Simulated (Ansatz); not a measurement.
## Strain response of YTiGe

The calculation used DFT PBEsol, scalar-relativistic, plane waves, PAW in Ansatz. Settings: 420 eV cutoff, 10×10×6 k-mesh, Gaussian smearing of 0.10 eV, no spin polarisation.

Reference structure (relaxed):

```
Y Ti Ge
1.0
     4.01075    0.00000    0.00000
     0.00000    4.01075    0.00000
     0.00000    0.00000    7.59028
Y Ti Ge
2 2 2
Direct
  0.50000 0.00000 0.65652
  0.00000 0.50000 0.34348
  0.00000 0.00000 0.00000
  0.50000 0.50000 0.00000
  0.50000 0.00000 0.24299
  0.00000 0.50000 0.75701
```

Deformation: c alone is stretched, the rest of the cell is held and the atoms relax, all within the symmetry that the strain leaves. Energies are extrapolated to zero smearing. Stress is positive in compression, on the Cartesian axes of the cell above.

| strain (%) | ΔE (meV/atom) | a (Å) | b (Å) | c (Å) | σxx (GPa) | σyy (GPa) | σzz (GPa) |
| --- | --- | --- | --- | --- | --- | --- | --- |
| -3.0 | 10.7 | 4.011 | 4.011 | 7.363 | 1.88 | 1.88 | 5.63 |
| -2.0 | 4.7 | 4.011 | 4.011 | 7.438 | 1.19 | 1.19 | 3.63 |
| -1.0 | 1.2 | 4.011 | 4.011 | 7.514 | 0.55 | 0.55 | 1.76 |
| +0.0 | 0.0 | 4.011 | 4.011 | 7.590 | -0.03 | -0.03 | 0.03 |
| +1.0 | 0.9 | 4.011 | 4.011 | 7.666 | -0.56 | -0.56 | -1.56 |
| +2.0 | 3.8 | 4.011 | 4.011 | 7.742 | -1.02 | -1.02 | -3.00 |
| +3.0 | 8.4 | 4.011 | 4.011 | 7.818 | -1.44 | -1.44 | -4.28 |